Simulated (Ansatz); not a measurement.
Input:

WS2 (2H-MoS2 type, space group P6_3/mmc)

```
CELL_PARAMETERS angstrom
      3.15408     0.00000     0.00000
     -1.57704     2.73152     0.00000
      0.00000     0.00000    12.13731
ATOMIC_POSITIONS crystal
  W  0.33333 0.66667 0.25000
  W  0.66667 0.33333 0.75000
  S  0.33333 0.66667 0.62026
  S  0.66667 0.33333 0.12026
  S  0.66667 0.33333 0.37974
  S  0.33333 0.66667 0.87974
```

This relaxed cell (volume V₀) is scaled evenly in all directions, its shape held. The atoms relax within the cell's symmetry.

Calculation: PBE-D3(BJ) (plane waves to 420 eV, PAW, scalar-relativistic; Ansatz, a program for electronic structure). k mesh 12×12×3 (Γ-centred), Fermi-Dirac smearing 0.05 eV. Energies are smeared free energies. Compression counts positive. With the shape held, the modulus is that of even scaling; a crystal free to change shape is softer. Spin-orbit coupling is left out, though W is heavy. WS2 is run without spin polarisation. WS2 was relaxed with its symmetry unable to fall. ΔE is measured from the relaxed starting cell.

The scan covers V/V₀ from 0.840 to 1.160 in 13 points.

What pressure does the cell carry at V/V₀ = 0.840?

20.6 GPa.

What is ΔE at V/V₀ = 0.840?

152.4 meV/atom.

What is ΔE at V/V₀ = 1.160?

86.5 meV/atom.

(A scan under strain: stresses follow from slopes of the energy per volume, elastic moduli from its curvatures.)
